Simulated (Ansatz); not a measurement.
A scan (energy against volume; even scaling of the relaxed cell, symmetry kept) gave these values. Level of theory: r2SCAN (plane waves to 500 eV, PAW, scalar-relativistic; Ansatz, a first-principles code).

The bulk modulus at fixed cell shape B₀ (third-order Birch-Murnaghan fit) is 18.1 GPa and the pressure derivative B₀′ (fit) is 6.5. The equilibrium volume of the fit comes out as 30.18 Å³/atom.

Question: Of these crystals, all scanned alike, which one is it?
(A) TiB₂ (AlB2 type, space group P6/mmm)
(B) TiAl (CuAu type, space group P4/mmm)
(C) TaSi₂ (CrSi2 type, space group P6_222)
(D) Cs₂HgPdCl₆ (space group I4/mmm)

Answer: D, Cs₂HgPdCl₆ (space group I4/mmm). The others have, for the bulk modulus at fixed cell shape: TaSi2 197 GPa, TiAl 121 GPa, TiB2 263 GPa

All were relaxed with their symmetry unable to fall. Cs2HgPdCl6 is run without spin polarisation and with no Hubbard U. Spin-orbit coupling is left out. TaSi2 is run without spin polarisation. TiAl is run without spin polarisation. TiB2 is run without spin polarisation. With the shape held, the modulus is that of even scaling; a crystal free to change shape is softer.

(Under strain, the slope of the energy per volume gives the stress and its curvature an elastic modulus.)
